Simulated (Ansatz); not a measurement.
CdCl2 in space group R-3m (No. 166; Cd on 3a, Cl on 6c), LDA in the plane-wave PAW code Ansatz. The conduction-band minimum lies at Γ, with 1 equivalent valley. Second derivatives d²E/dk² of the lowest band at one valley (eV·Å²), along Cartesian directions:

```csv
direction,d²E/dk²
[100],24.04
[010],24.04
[001],22.28
[110],24.04
[101],23.16
[011],23.16
```

Task: Find the principal effective masses, the density-of-states mass and the conductivity mass.

Result: Off-diagonal terms follow from H_xy = H[110] − (H_xx + H_yy)/2, and m*/mₑ = 7.620 eV·Å² over each eigenvalue: 0.32, 0.32, 0.34. One valley's DOS mass (m₁m₂m₃)^(1/3) = 0.33, conductivity mass 3/(Σ 1/mᵢ) = 0.32 mₑ.

Task: What effective density of states Nc follows at 300 K for parabolic valleys?

Result: Nc = 2.509e19 × 1 × (0.33)^(3/2) ≈ 4.8e18 cm⁻³.

The first step of the workflow began from a Materials Project structure, measured or hypothetical; the Crystallography Open Database files this formula in space group No. 166, but the cells were not matched. Whether it is the stable phase at ambient conditions was not checked. The cell was relaxed with LDA under the symmetry of its start; whether a distortion lowers the energy is not shown. A crystal of weakly bound layers computed without a dispersion correction: the cell and the soft elastic constants depend strongly on that. Scalar-relativistic: spin–orbit coupling is off unless named, which matters more the heavier the elements.

Potentials: the later of the program's two PAW sets.

Edges and masses are those of Kohn–Sham bands, whose gap is no quasiparticle gap.
